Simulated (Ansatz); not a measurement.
The elements of this relaxed trial crystal are hidden behind letters.

```
lattice vectors (Å)
   2.3098   -7.2894    0.0000
   2.3098    7.2894    0.0000
   0.0000    0.0000    3.1250
fractional positions
X 0.0000 0.0000 0.0000
Z 0.6697 0.3303 0.5000
Z 0.3303 0.6697 0.5000
Q 0.8252 0.1748 0.5000
Q 0.1748 0.8252 0.5000
Q 0.7899 0.2101 0.0000
Q 0.2101 0.7899 0.0000
```

These are results of DFT PBE, scalar-relativistic, plane waves, PAW in Ansatz 0.2.0, not measurements. The final run on the 7-atom cell used 420 eV, a Γ-centred 10×10×12 mesh, 0.10 eV smearing and no spin polarisation.

* Space group: Cmmm (No. 65)
* Conventional cell: a = 4.620 Å, b = 14.579 Å, c = 3.125 Å
* Volume per atom: 15.03 Å³
* Density: 3.70 g/cm³
* Energy over the elements: +0.17 eV/atom
* Gap on the 10×10×12 mesh of the 7-atom cell: 0 eV (a metal)

Energies are uncorrected and count from the elements' standard states at the same level.

Question: X is an s-block element of period 6, Z is a p-block element of period 3 and Q is a p-block element of period 2. Which elements are they?

Answer: X = Ba, Z = Al, Q = B, so the formula is BaAl2B4. Density times volume gives a mean mass of 3.70 × 15.03/1.6605 = 33.5 u per atom, and this set has 33.5 u. Around Ba lie 6 B at 2.99–3.06 Å and 2 Ba at 3.13 Å; around Al lie 5 B at 2.27–2.35 Å; B on its first site has 2 B at 1.64 Å, 3 Al at 2.27–2.31 Å and 2 Ba at 2.99 Å; 1 more site not described. Other sets within the hints have nearly the same mass, so mass alone doesn't settle it; this one was computed.

Symmetry constrained the relaxation, so the result can be a saddle point.
